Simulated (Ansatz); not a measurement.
In r²SCAN in the plane-wave PAW code Ansatz, CdSiN2 in the trigonal phase (R-3m; Cd on 3a, Si on 3b, N on 6c) relaxes to a = 2.898 Å, c = 16.429 Å. Si has 6 nearest neighbours from 1.94 Å (octahedral). Against the elements it lies at -0.23 eV/atom, with no fitted shifts.

It is gapped at this level: 1.56 eV (indirect). HSE06 on the same cell gives 2.27 eV. Gap from r²SCAN with spin–orbit coupling: 1.56 eV. The electron mass is 0.14, 0.33, 0.33 mₑ (principal values). The hole mass is 0.32, 0.98, 1.5 mₑ (principal values).

An equation-of-state fit gives a bulk modulus of 2230 kbar. The relaxed-ion elastic constants in GPa are C11 = 455, C12 = 135, C13 = 99.4, C14 = -13.3, C33 = 443, C44 = 46.6. The elastic constants imply a Debye temperature near 582 K. Bader charges are Cd +1.03, Si +3.10, N -2.06 e.

The start of the workflow was typed in or built on a structure type; neither database checked (COD, Materials Project) lists it. Its standing as an ambient phase is unchecked. Symmetry was held in the r²SCAN relaxation; whether a distortion lowers the energy is not shown. The references are the lowest solids computed at this level, not always the standard phases (solids in place of the gases). Spin–orbit coupling is left out wherever it is not named.

Potentials: the earlier of the program's two PAW sets.
